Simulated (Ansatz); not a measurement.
C in space group P6_222 (No. 180; C on 3c), a = 2.5924 Å, b = 2.5924 Å, c = 2.7827 Å, α = 90.00°, β = 90.00°, γ = 120.00°.

Relaxed with PBEsol.

**Question.** Give the optical modes at the zone centre with their infrared activity from DFPT, DFT-PBEsol in the program Ansatz with PAW potentials.

**Answer.** Transverse frequencies, without the LO–TO term; a row sums one degenerate level.

```
ω (cm⁻¹)  degeneracy  IR ((D/Å)²/amu)     activity  symmetry
--------  ----------  ---------------  -----------  --------
879                1             0.00  IR-inactive        B1
967                2             0.38           IR        E1
1087               1             0.00  IR-inactive        B2
1132               2             0.00  IR-inactive        E2
```

**Question.** How high does the top mode go among those that the LO–TO term moves?

**Answer.** 969 cm⁻¹ for q along x, 969 cm⁻¹ for q along y.

The start of the workflow was typed in or built on a structure type; neither database checked (COD, Materials Project) lists it. It is not the phase usual at ambient conditions (space group No. 194, 227). The cell was relaxed with PBEsol under the symmetry of its start; phonons on a q-mesh show no instability.

Potentials: the later of the program's two PAW sets.
